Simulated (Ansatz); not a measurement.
Relaxed-ion elastic tensor of BeNi (CsCl type, space group No. 221) in GPa (Voigt order), PBEsol (plane waves, PAW; program Ansatz); density 6.52 g/cm³, 8.62 Å³ per atom.

```
247  173  173  0.0  0.0  0.0
173  247  173  0.0  0.0  0.0
173  173  247  0.0  0.0  0.0
0.0  0.0  0.0  150  0.0  0.0
0.0  0.0  0.0  0.0  150  0.0
0.0  0.0  0.0  0.0  0.0  150
```

Question: Is the crystal mechanically stable?

Answer: Yes: the smallest eigenvalue of C is 73.2 GPa.

Question: Work out the Voigt, Reuss and Hill averages.

Answer: K_V = 198, K_R = 198, K_H = 198; G_V = 105, G_R = 67.1, G_H = 86.0 GPa.

Question: Give Young's modulus, Poisson's ratio, Pugh's ratio and the universal anisotropy index.

Answer: E = 9KG/(3K + G) = 225 GPa; ν = 0.31; K/G = 2.30 (ductile by the Pugh limit of 1.75); A_U = 5G_V/G_R + K_V/K_R − 6 = 2.82.

Question: Estimate the sound speeds and the Debye temperature.

Answer: v_l = √((K + 4G/3)/ρ) = 6920 m/s, v_t = √(G/ρ) = 3630 m/s, mean 4060 m/s; Θ = (h/k)(3n/4πV)^(1/3) v_m = 590 K.

Question: Give the Zener ratio and Young's modulus along [100], [110] and [111].

Answer: A = 2C44/(C11 − C12) = 4.11; 1/E = S11 − 2(S11 − S12 − S44/2)Γ with Γ = 0, 1/4, 1/3 gives 103, 222, 360 GPa.

Question: Solve the Christoffel equation for the three sound speeds along [100], [110], [111].

Answer: Eigenvalues of C_ijkl n_j n_l equal ρv². In km/s, slowest first: [100] 4.80, 4.80, 6.15; [110] 2.37, 4.80, 7.43; [111] 3.38, 3.38, 7.82.

Space group Pm-3m (CsCl type). The first step of the workflow began from a Materials Project structure, measured or hypothetical; the Crystallography Open Database copy checked does not list it. With Be and Ni taken as one species the cell has the higher symmetry Im-3m, so it may be an ordered model of a mixed-site phase. Its standing as an ambient phase is unchecked. The cell was relaxed with PBEsol under the symmetry of its start; of distortions, only those at the zone centre were tested. No spin polarisation was allowed. As this level gives no gap, shear constants depend on the k-mesh and smearing (Fermi–Dirac, 0.1 eV here).

Potentials: the later of the program's two PAW sets.
